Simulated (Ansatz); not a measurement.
BiClO:
```cif
data_Bi2Cl2O2
_chemical_formula_sum 'Bi2 Cl2 O2'
_space_group_name_H-M_alt 'P4/nmm :1'
_space_group_IT_number 129
_space_group_name_Hall 'P 4ab 2ab -1ab'
_cell_length_a 3.88862
_cell_length_b 3.88862
_cell_length_c 7.42689
_cell_angle_alpha 90.000
_cell_angle_beta 90.000
_cell_angle_gamma 90.000
loop_
_space_group_symop_operation_xyz
  'x, y, z'
  '-y+1/2, x+1/2, z'
  '-x, -y, z'
  'y+1/2, -x+1/2, z'
  'x+1/2, -y+1/2, -z'
  '-y, -x, -z'
  '-x+1/2, y+1/2, -z'
  'y, x, -z'
  '-x+1/2, -y+1/2, -z'
  'y, -x, -z'
  'x+1/2, y+1/2, -z'
  '-y, x, -z'
  '-x, y, z'
  'y+1/2, x+1/2, z'
  'x, -y, z'
  '-y+1/2, -x+1/2, z'
loop_
_atom_site_label
_atom_site_type_symbol
_atom_site_symmetry_multiplicity
_atom_site_Wyckoff_symbol
_atom_site_fract_x
_atom_site_fract_y
_atom_site_fract_z
_atom_site_occupancy
Bi1 Bi 2 c 0.50000 0.00000 0.16890 1
Cl1 Cl 2 c 0.00000 0.50000 0.34942 1
O1 O 2 a 0.00000 0.00000 0.00000 1
```

Relaxed with r²SCAN+D4. The program Ansatz at the r²SCAN+D4 level (PAW) gives a gap of 3.01 eV.

Question: What gap does HSE06 give on the same cell (Ansatz, PAW)?

Answer: 3.57 eV, 0.56 eV more. The hybrid was solved on a coarser mesh and at special points; the gap given is the minimum over both.

| k | v1 r²SCAN+D4 | c1 r²SCAN+D4 | v1 HSE06 | c1 HSE06 |
|---|---|---|---|---|
| Γ | -0.80 | 3.50 | ___ | ___ |
| Z | -0.44 | 3.01 | -0.54 | 3.57 |
| M | -0.78 | 4.58 | ___ | ___ |
| A | -0.78 | 4.96 | ___ | ___ |
| R | -0.09 | 4.91 | -0.10 | 5.47 |
| X | -0.09 | 5.10 | ___ | ___ |

Question: Top valence (v1) and lowest conduction level (c1) in eV from each method's valence maximum (which need not be a listed point): supply the withheld HSE06 values.

Answer: 
- M, v1 HSE06: -0.95
- M, c1 HSE06: 5.16
- X, v1 HSE06: -0.10
- X, c1 HSE06: 5.67
- A, v1 HSE06: -1.02
- A, c1 HSE06: 5.55
- Γ, v1 HSE06: -0.88
- Γ, c1 HSE06: 4.06

Cost on shared cores: the r²SCAN+D4 run (SCF on a 7×7×4 mesh, then bands and DOS) about 90 core-seconds (a rough figure), the HSE06 run (SCF on 4×4×3, then a few points) around 2.2 core-minutes (rough); the tasks are unlike.

The workflow started from a Materials Project entry (that database holds measured and hypothetical structures alike); the Crystallography Open Database files this formula in space group No. 129, but the cells were not matched. Its standing as an ambient phase is unchecked. The cell was relaxed with r²SCAN+D4 under the symmetry of its start; its stability against distortions is not shown here. Scalar-relativistic: spin–orbit coupling is off unless named, which matters more the heavier the elements.

Potentials: the later of the program's two PAW sets.
